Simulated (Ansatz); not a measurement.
The relaxed structure here is a generated cell of KSrCl3: the first start was made by placing the elements on the sites of a structure type, and the end was not matched to a known phase here, so it may be hypothetical.

The start is a generated cell, KSrCl3 placed in the GdFeO3 structure type. Cell shape, volume and atoms are optimised at zero target pressure with r2SCAN (plane waves to 500 eV, PAW, scalar-relativistic; Ansatz, a first-principles code). The first steps use a coarse 3×2×3 k-mesh.

Input geometry:
```
KSrCl3
1.0
    7.72991     0.00000     0.00000
    0.00000    10.90689     0.00000
    0.00000     0.00000     7.70410
K Sr Cl
4 4 12
Direct
  0.48770   0.25000   0.99160
  0.98770   0.25000   0.50840
  0.51230   0.75000   0.00840
  0.01230   0.75000   0.49160
  0.00000   0.00000   0.00000
  0.50000   0.50000   0.50000
  0.00000   0.50000   0.00000
  0.50000   0.00000   0.50000
  0.03130   0.25000   0.05860
  0.53130   0.25000   0.44140
  0.96870   0.75000   0.94140
  0.46870   0.75000   0.55860
  0.28800   0.53700   0.21300
  0.78800   0.96300   0.28700
  0.71200   0.03700   0.78700
  0.21200   0.46300   0.71300
  0.71200   0.46300   0.78700
  0.21200   0.03700   0.71300
  0.28800   0.96300   0.21300
  0.78800   0.53700   0.28700
```

Q: How does the volume change?

A: -2.3 %, from 32.48 to 31.74 Å³/atom.

Q: How do the shortest distances between atoms change?

A: The closest pairs of elements (up to four, under 3.6 Å), start → end: Cl–Sr 2.77 → 2.87 Å; Cl–K 3.30 → 3.14 Å.

Q: Is the relaxed structure metallic? Give its gap.

A: 6.06 eV, direct at Γ (no spin-orbit coupling).

The space group stays Pnma (No. 62) (the run could not lower it); the end is AFLOW prototype AB3C_oP20_62_c_cd_a (as in CaTiO3), with 20 atoms in the primitive cell. Final values are on a 4×3×4 k-mesh of the relaxed cell. No spin polarisation in the result.

The run could not lose the symmetry of its start: the end is stationary, and may be a saddle point rather than a minimum.
